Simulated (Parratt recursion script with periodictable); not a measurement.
**Neutron reflectivity of Hf on Si at several surface roughnesses**

| layer, from the top | thickness (Å) | density (g/cm³) | rms roughness of its top face (Å) | ρ (10⁻⁶ Å⁻²) | ρ″ (10⁻⁶ Å⁻²) |
|---|---|---|---|---|---|
| Hf | 400 | 13.313 | varied | 3.490 | 0.01300 |
| Si (substrate) | – | 2.313 | 3.9 | 2.059 | 2.358 × 10⁻⁵ |

ρ and ρ″ are the real and imaginary parts of the scattering length density. Vacuum lies above.

Densities are inputs, not measurements. They were set from computed cells of the Materials Project: Hf from entry mp-103 (P6₃/mmc, 13.313 g/cm³); Si from entry mp-149 (Fd-3m, 2.313 g/cm³). A layer's crystal structure does not enter its constants, only its composition and density.

Simulated, not measured: specular neutron reflectivity, Parratt recursion, Névot-Croce roughness, natural isotopes, no magnetic scattering (Parratt recursion script with periodictable 1.7.1).

Neutron wavelength 5.5 Å. Q is scanned from 0.004 to 0.25 Å⁻¹ in 600 evenly spaced points, and the curve is smoothed with a Gaussian of 0.001 Å⁻¹ full width. A maximum is a scan point above both neighbours; its place and height come from a parabola through R at the three points.

The table follows two fringe maxima, those next to orders 5.5 and 15.5 of m = (d/2π)(Q² − 16πρ)^½, through runs that differ in the roughness σ₁ of the film surface alone.

| σ₁ (Å) | Q of the first (Å⁻¹) | R there | Q of the second (Å⁻¹) | R there |
|---|---|---|---|---|
| 5.1 | 0.0867 | 5.73 × 10⁻⁵ | 0.2435 | 2.85 × 10⁻⁷ |
| 10 | 0.0866 | ? | 0.2432 | ? |

Task: Estimate the two heights for σ₁ = 10 Å.

Result: At a maximum the amplitudes from the film's two faces add: R ≈ (|r₁|g₁ + |r₂|g₂A)². Here q₀ = Q, qⱼ = (Q² − 16πρⱼ)^½ (1 film, 2 substrate), |r₁| = |q₀² − q₁²|/(q₀ + q₁)², |r₂| = |q₁² − q₂²|/(q₁ + q₂)² with the numerators taken from the constants, g₁ = exp(−q₀q₁σ₁²/2), g₂ = exp(−q₁q₂σ₂²/2), and A = exp(−8πρ″₁d/q₁) for absorption in the film.

Check on a shown row, σ₁ = 5.1 Å, second maximum: q₀ = 0.2435, q₁ = 0.2431, q₂ = 0.2433 Å⁻¹; |r₁| = 7.41 × 10⁻⁴, |r₂| = 3.04 × 10⁻⁴; g₁ = 0.463, g₂ = 0.638, A = 0.999; R ≈ 2.88 × 10⁻⁷ against 2.85 × 10⁻⁷ in the table.

- σ₁ = 10 Å, first maximum: q₀ = 0.0866, q₁ = 0.0856, q₂ = 0.0860 Å⁻¹; |r₁| = 0.00592, |r₂| = 0.00244; g₁ = 0.690, g₂ = 0.946, A = 0.998; R ≈ 4.08 × 10⁻⁵.
- σ₁ = 10 Å, second maximum: q₀ = 0.2432, q₁ = 0.2428, q₂ = 0.2430 Å⁻¹; |r₁| = 7.43 × 10⁻⁴, |r₂| = 3.05 × 10⁻⁴; g₁ = 0.0522, g₂ = 0.638, A = 0.999; R ≈ 5.44 × 10⁻⁸.

The run gave 3.96 × 10⁻⁵ and 5.37 × 10⁻⁸; the estimates are 1.03 and 1.01 times these.
